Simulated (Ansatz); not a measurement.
Cr (bcc, W type)

```yaml
crystal:
  lattice:
    - [-1.41466, 1.41466, 1.41466]
    - [1.41466, -1.41466, 1.41466]
    - [1.41466, 1.41466, -1.41466]
  atoms:
    - { symbol: Cr, position: [0.00000, 0.00000, 0.00000] }
```

This relaxed cell (volume V₀) is scaled evenly in all directions, its shape held. Symmetry pins the atoms to their sites.

Computed with r2SCAN (plane waves to 500 eV, PAW, scalar-relativistic; Ansatz, a first-principles code). k mesh 23×23×23 (Γ-centred), Fermi-Dirac smearing 0.05 eV. Stress and pressure are positive under compression. Cr is run without spin polarisation. Cr was relaxed with its symmetry unable to fall. Real Cr orders magnetically; this run has no moments, which shifts volume and moduli.

At one point of the scan the stress tensor (GPa) is:

```
   46.1      0.0      0.0
    0.0     46.1      0.0
    0.0      0.0     46.1
```

Which point is it?
A. V/V₀ = 0.920
B. V/V₀ = 0.960
C. V/V₀ = 0.840
D. V/V₀ = 0.880

D, V/V₀ = 0.880

(A scan under strain: stresses follow from slopes of the energy per volume, elastic moduli from its curvatures.)
